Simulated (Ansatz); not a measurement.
Here is the system:

Ba$_{2}$TaBiO$_{6}$:
```
Ba2TaBiO6
1.0
    3.04701     1.75919     4.90573
   -3.04701     1.75919     4.90573
    0.00000    -3.51838     4.90573
Ba Ta Bi O
2 1 1 6
Direct
  0.74886   0.74886   0.74886
  0.25114   0.25114   0.25114
  0.50000   0.50000   0.50000
  0.00000   0.00000   0.00000
  0.72548   0.21731   0.32361
  0.27452   0.78269   0.67639
  0.32361   0.72548   0.21731
  0.67639   0.27452   0.78269
  0.21731   0.32361   0.72548
  0.78269   0.67639   0.27452
```

This is the r²SCAN-relaxed structure.

Q: All from plane-wave PAW r²SCAN (Ansatz code), unless another level is named. Estimate the static dielectric constant ε0 (ions relaxed, cell fixed).

A: 106 (xx = yy), 136 (zz).

Q: And the Bader charges?

A: Ba +1.59, Ta +2.98, Bi +1.94, O -1.35 e.

Q: And the electronic dielectric constant ε∞ (DFPT)?

A: 5.17 (xx = yy), 5.07 (zz).

Q: Give the Born charges (a third of the trace).

A: Ba +2.73, Ta +7.82, Bi +5.38, O -3.11 e.

Space group R-3. The first step of the workflow began from a Materials Project structure, measured or hypothetical; the Crystallography Open Database copy checked does not list it. Whether it is the stable phase at ambient conditions was not checked. The r²SCAN relaxation kept the symmetry of its start; its stability against distortions is not shown here. The run is not spin-polarised. Spin–orbit coupling is left out wherever it is not named.

Potentials: the later of the program's two PAW sets.
